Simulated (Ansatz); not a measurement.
Stability checks on a candidate for Zr3CdC

It was reached by relaxing an invented guess, and it needn't be the stable form of this composition.

Theory: Ansatz, DFT PBE, scalar-relativistic, plane waves, PAW. Settings of the last relaxation (5-atom cell): 420 eV, 8×8×8 k points, Gaussian smearing of 0.10 eV, no spin polarisation.

```xyz
5
Lattice="4.5721 0.0000 0.0000 0.0000 4.5721 0.0000 0.0000 0.0000 4.5721" Properties=species:S:1:pos:R:3 pbc="T T T"
Zr    0.0000    2.2861    2.2861
Zr    2.2861    0.0000    2.2861
Zr    2.2861    2.2861    0.0000
Cd    0.0000    0.0000    0.0000
C     2.2861    2.2861    2.2861
```

Energies over the elements count from the elements' standard structures at the same level, with no fitted energy shifts.

Question: These tests were run: energy against the elements; phonons at Γ; elastic tensor. What do they show?

Answer:

```json
{"test": "energy against the elements", "result": "−0.46 eV/atom"}
{"test": "phonons at Γ", "result": "lowest optical mode 120 cm⁻¹"}
{"test": "elastic tensor", "result": "least eigenvalue 71 GPa"}
```

It fails none of these tests. Other phases of the system weren't compared here, so this isn't yet thermodynamic stability. Phonons away from Γ weren't computed.

The reference form of C is held partly by dispersion forces, which this level lacks. The run for the phonons used an 8×8×8 k mesh and Fermi–Dirac smearing of 0.15 eV. The run for the elastic tensor used an 8×8×8 k mesh and Fermi–Dirac smearing of 0.15 eV.
